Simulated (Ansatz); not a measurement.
Ru (dhcp (α-La type), P6_3/mmc) under volume change, r²SCAN in the plane-wave PAW code Ansatz, shape and atoms relaxed at each volume.

```tsv
V (Å³/atom)	E − E(relaxed) (meV/atom)	P (GPa)
12.326	136.8	39.33
12.733	57.2	23.91
13.139	?	?
13.545	0.0	0.00
13.952	12.0	-9.18
14.358	45.3	-16.87
14.764	?	?
```

Problem. Some entries are withheld; supply them.

Solution. 
- 14.764, E − E(relaxed) (meV/atom): 96.5
- 14.764, P (GPa): -23.31
- 13.139, E − E(relaxed) (meV/atom): 13.5
- 13.139, P (GPa): 10.92

Problem. What does a third-order Birch–Murnaghan fit give for V₀, B₀ and B′?

Solution. V₀ = 13.55 Å³/atom, B₀ = 333 GPa, B′ = 4.8.

The start of the workflow was typed in or built on a structure type. Its sites differ from those of the usual phase in this space group: another stacking or structure type. Symmetry was held in the r²SCAN relaxation; whether a distortion lowers the energy is not shown. The run is not spin-polarised.

Potentials: the later of the program's two PAW sets.
